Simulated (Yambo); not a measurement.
Absorption of K2S (anti-fluorite, space group Fm-3m, No. 225) under isotropic strain of -1.5 % on all lattice vectors with and without the electron-hole interaction (Yambo, PBEsol bands; 8×8×8 mesh, 3 valence and 6 conduction bands, static screening with 47 bands and a 4 Ry block, scissor 1.85 eV, Tamm-Dancoff; field along x).

```tsv
E (eV)	Im ε, BSE	Im ε, independent quasiparticles
3.05	0.20	0.05
3.15	0.24	0.05
3.25	0.28	0.06
3.35	0.35	0.06
3.45	0.45	0.07
3.55	0.60	0.07
3.65	0.85	0.08
3.75	1.31	0.09
3.85	2.26	0.10
3.95	4.11	0.11
4.05	5.37	0.13
4.15	4.02	0.15
4.25	3.36	0.17
4.35	3.56	0.21
4.45	3.51	0.28
4.55	3.27	0.39
4.65	2.42	0.48
4.75	2.17	0.62
4.85	2.55	0.94
4.95	2.88	1.22
5.05	2.72	1.19
5.15	2.53	1.13
5.25	2.12	1.33
5.35	1.81	1.72
5.45	1.68	2.09
5.55	1.48	2.52
5.65	1.33	2.57
5.75	1.32	2.73
5.85	1.44	3.24
5.95	1.60	3.86
6.05	1.91	4.30
6.15	2.70	4.35
6.25	4.18	3.55
6.35	6.26	2.89
6.45	8.68	2.24
6.55	6.85	1.64
6.65	3.91	1.22
6.75	2.58	1.04
6.85	2.11	1.03
6.95	2.02	1.11
7.05	1.97	1.35
7.15	2.08	1.92
7.25	2.02	2.86
7.35	1.87	4.25
7.45	1.77	5.40
7.55	1.59	5.83
7.65	1.65	5.63
7.75	1.50	5.16
7.85	1.38	4.83
7.95	1.15	4.56
8.05	1.07	4.32
8.15	1.05	3.87
8.25	1.17	3.51
8.35	1.36	3.22
8.45	1.51	2.86
8.55	1.67	2.56
8.65	1.45	2.31
8.75	1.39	2.07
8.85	1.38	1.67
8.95	1.33	1.50
9.05	1.12	1.60
9.15	0.91	1.73
9.25	0.80	1.88
9.35	0.73	2.06
9.45	0.60	2.01
9.55	0.44	1.83
9.65	0.34	1.76
9.75	0.27	1.65
```

The scissor comes from a G0W0 run whose convergence isn't established. Broadening 0.15 eV. The band window holds all transitions up to 9.8 eV. Fine structure above the onset can come from the mesh.

Geometry strained from the cell relaxed with PBEsol, atoms relaxed again; primitive cell a = b = c = 5.1084 Å, α = β = γ = 60.00°.
